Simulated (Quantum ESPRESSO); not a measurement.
Kohn-Sham bands of InTe (rock salt)

```
InTe
1.0
    0.00000     3.11983     3.11983
    3.11983     0.00000     3.11983
    3.11983     3.11983     0.00000
In Te
1 1
Direct
  0.00000   0.00000   0.00000
  0.50000   0.50000   0.50000
```

Structure: Materials Project mp-2597, symmetrised, not relaxed again. COD (Crystallography Open Database) has an entry of this formula and space group (matched by these alone). Method: PBEsol plane waves in Quantum ESPRESSO 7.5 (PseudoDojo norm-conserving files, 66 Ry, no spin polarisation, no spin-orbit coupling), Bloch states on a 8×8×8 mesh through Γ, Wannier90 4.0.1. Density: 8×8×8 mesh, cold smearing 0.01 Ry. Spin-orbit coupling is left out although heavy elements are present.

### Question
List the Kohn-Sham levels between −8 and 3.0 eV relative to the Fermi level at the high-symmetry points, as a band run of pw.x on that density gives them (levels within 2 meV counted together).

### Answer
```csv
point,k (reciprocal lattice),levels (eV)
Γ,0.000 0.000 0.000,"-2.51, -1.62 (×3)"
X,0.500 0.000 0.500,"-5.10, -4.08, -3.19 (×2), 2.74"
U,0.625 0.250 0.625,"-5.65, -4.68, -2.68, -1.49"
K,0.375 0.375 0.750,"-5.65, -4.68, -2.68, -1.49"
L,0.500 0.500 0.500,"-6.85, -1.39 (×2), 1.01, 1.87, 1.91 (×2)"
W,0.500 0.250 0.750,"-5.44, -4.31 (×2), 0.20, 2.46"
```
